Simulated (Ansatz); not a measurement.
Polymorphs of Sb, each relaxed with PBE in the plane-wave PAW code Ansatz:

A: I4_132
a = 8.0950 Å, b = 8.0950 Å, c = 8.0950 Å, α = 90.00°, β = 90.00°, γ = 90.00°

```
atom  site  symmetry       x       y       z
----  ----  --------  ------  ------  ------
Sb      8a       .32  0.1250  0.1250  0.1250
```

B: A7 (α-As type) (R-3m)
a = b = 4.375 Å, c = 11.538 Å, α = β = 90.00°, γ = 120.00°

```
atom  site  symmetry       x       y       z
----  ----  --------  ------  ------  ------
Sb      6c        3m  0.0000  0.0000  0.2327
```

C: diamond (Fd-3m)
a = 6.993 Å, b = 6.993 Å, c = 6.993 Å, α = 90.00°, β = 90.00°, γ = 90.00°

```json
[
 {"atom": "Sb", "site": "8b", "symmetry": "-43m", "x": "0.5000", "y": "0.5000", "z": "0.5000"}
]
```

Task: Rank these by energy per atom at 0 K (lowest first), as PBE gives it.

Result: B (+0 meV/atom), C (+312 meV/atom), A (+691 meV/atom)

Typed or built starts, not in the databases checked: A; C. Not the usual ambient phase: A; C. All cells were relaxed under the symmetry of their starts (and spin orders); stability against distortions was not tested throughout. Spin–orbit coupling is left out wherever it is not named.

Energies hold the estimated change up to a 700 eV cutoff; steps of a few meV lie near the error of the meshes.

Potentials: the earlier of the program's two PAW sets.
